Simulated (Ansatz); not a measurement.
Computed with DFT PBE, scalar-relativistic, plane waves, PAW in Ansatz 0.2.0. All cells share a 420 eV cutoff and Γ-centred k meshes spaced at most about 0.3 Å⁻¹ (about 0.25 or finer for metals, 2π included). No spin polarisation in the final relaxations.

These are static total energies at zero pressure. All come from trial cells, and lower structures may exist.

Problem. Which of these relaxed structures of HfSeS4 is the lowest in energy?
A. Space group P4/mmm (No. 123), tetragonal, a = 3.313 Å, c = 9.767 Å. Hf has 8 S at 2.71 Å, 4 Hf at 3.31 Å and 2 S at 3.45 Å; Se has 8 S at 2.75 Å, 4 Se at 3.31 Å and 2 S at 3.52 Å; around S on its first site lie 4 Hf at 2.71 Å, 1 S at 2.72 Å, 4 S at 3.14 Å, 4 S at 3.31 Å and 1 Se at 3.52 Å; S on its second site has 4 Se at 2.75 Å, 1 S at 2.86 Å, 4 S at 3.14 Å, 4 S at 3.31 Å and 1 Hf at 3.45 Å.
B. Space group F-43m (No. 216), cubic, a = 7.424 Å. Hf has 12 S at 3.07 Å and 4 Se at 3.21 Å; Se is surrounded by 12 S at 3.08 Å and 4 Hf at 3.21 Å; S has 6 S at 2.57–2.68 Å, 3 Hf at 3.07 Å and 3 Se at 3.08 Å.
C. Space group P4/mmm (No. 123), tetragonal, a = 4.820 Å, c = 7.184 Å. Hf has 4 S at 2.41 Å and 2 S at 2.62 Å; around Se lie 8 S at 3.54 Å (long contacts); S on a site of symmetry mmm has 2 Hf at 2.41 Å; S on a site of symmetry 4mm has 1 S at 1.94 Å, 1 Hf at 2.62 Å, 4 Se at 3.54 Å and 4 S at 3.56 Å.

Solution. A. It has space group P4/mmm (No. 123); the next, C, with space group P4/mmm (No. 123), lies 0.31 eV/atom higher. Counting S or Se atoms around Hf (for each partner element, those within 1.25 times its shortest distance or 1.15 times the sum of covalent radii, where it is the nearest in units of that sum or under 1.3), the lowest has Hf 8 and the next has Hf 6. The next holds S–S pairs (shortest 1.94 Å); in the lowest the shortest S–S distance is 2.72 Å.

Spin–orbit coupling, which can matter for Hf, is left out. A magnetic state wasn't ruled out in cells without spin, among them P4/mmm at 27.8 Å³/atom. Cells relaxed within their symmetry can be saddle points. Some types were kept out of the candidates beforehand, so the set may lack a known form.
